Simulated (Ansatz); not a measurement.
Given:

ZrMo:
```cif
data_MoZr
_chemical_formula_sum 'Mo1 Zr1'
_space_group_name_H-M_alt 'P 1'
_space_group_IT_number 1
_cell_length_a 3.88625
_cell_length_b 3.88625
_cell_length_c 3.88625
_cell_angle_alpha 60.000
_cell_angle_beta 60.000
_cell_angle_gamma 60.000
loop_
_space_group_symop_operation_xyz
  'x, y, z'
loop_
_atom_site_label
_atom_site_type_symbol
_atom_site_fract_x
_atom_site_fract_y
_atom_site_fract_z
_atom_site_occupancy
Mo1 Mo 0.00000 0.00000 0.00000 1
Zr1 Zr 0.50000 0.50000 0.50000 1
```

This is the PBE-relaxed structure.

Q: All from PBE in the plane-wave PAW code Ansatz, unless another level is named. Estimate the density of states at the Fermi level.

A: 1.4 states/eV per atom (mean over ±0.08 eV).

Q: Next, the formation energy from the elements (no fitted shifts)?

A: 0.97 eV/atom.

Space group Fm-3m (rock salt). The start of the workflow was typed in or built on a structure type; neither database checked (COD, Materials Project) lists it. Its standing as an ambient phase is unchecked. The cell was relaxed with PBE under the symmetry of its start; whether a distortion lowers the energy is not shown. No spin polarisation was allowed. Its formation energy is positive at this level, so the cell may be metastable or incomplete. The references are the lowest solids computed at this level, not always the standard phases. Scalar-relativistic: spin–orbit coupling is off unless named, which matters more the heavier the elements.

Potentials: the later of the program's two PAW sets.
